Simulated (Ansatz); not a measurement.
SrTl squeezed and stretched

A database entry relaxed whole under r2SCAN (Pm-3m):

```
Sr Tl
1.0
     4.06593    0.00000    0.00000
     0.00000    4.06593    0.00000
     0.00000    0.00000    4.06593
Sr Tl
1 1
Direct
  0.00000 0.00000 0.00000
  0.50000 0.50000 0.50000
```

The cell was scaled uniformly, its shape held, and the atoms relaxed at each volume with plane-wave PAW DFT (Ansatz 0.2.0; r2SCAN, 500 eV, 8×8×8 Γ-centred mesh, fermi-dirac occupations of width 0.100 eV; no spin, no spin-orbit coupling). One row is withheld.

```json
{"volume (Å³/atom)": "31.592", "energy over the lowest (meV/atom)": "12.2", "pressure (GPa)": "2.14"}
{"volume (Å³/atom)": "32.264", "energy over the lowest (meV/atom)": "5.1", "pressure (GPa)": "1.35"}
{"volume (Å³/atom)": "32.936", "energy over the lowest (meV/atom)": "1.1", "pressure (GPa)": "0.64"}
{"volume (Å³/atom)": "33.609", "energy over the lowest (meV/atom)": "0.0", "pressure (GPa)": "0.01"}
{"volume (Å³/atom)": "34.281", "energy over the lowest (meV/atom)": "1.4", "pressure (GPa)": "-0.55"}
{"volume (Å³/atom)": "34.953", "energy over the lowest (meV/atom)": "?", "pressure (GPa)": "?"}
{"volume (Å³/atom)": "35.625", "energy over the lowest (meV/atom)": "10.5", "pressure (GPa)": "-1.50"}
```

Question: Fit the pressures of the other rows to the third-order Birch-Murnaghan form.

Answer: With f = [(V₀/V)^(2/3) − 1]/2 and P = 3B₀f(1 + 2f)^(5/2)[1 + 3(B₀′ − 4)f/2], least squares gives V₀ = 33.62 Å³ an atom, B₀ = 29.8 GPa and B₀′ = 4.7; the rows miss the fit by less than 0.01 GPa. The slope of the energies differs from these pressures by less than 0.05 GPa.

Question: What does the withheld row hold?

Answer: The fit gives -1.06 GPa at 34.953 Å³; the run gave -1.06 GPa and 5.0 meV an atom.

Caveats: the shape of the cell was held; 0 K, fixed nuclei; the symmetry was kept, and this need not be the phase that is stable at 0 K; one mesh for all volumes; pressure is positive in compression.
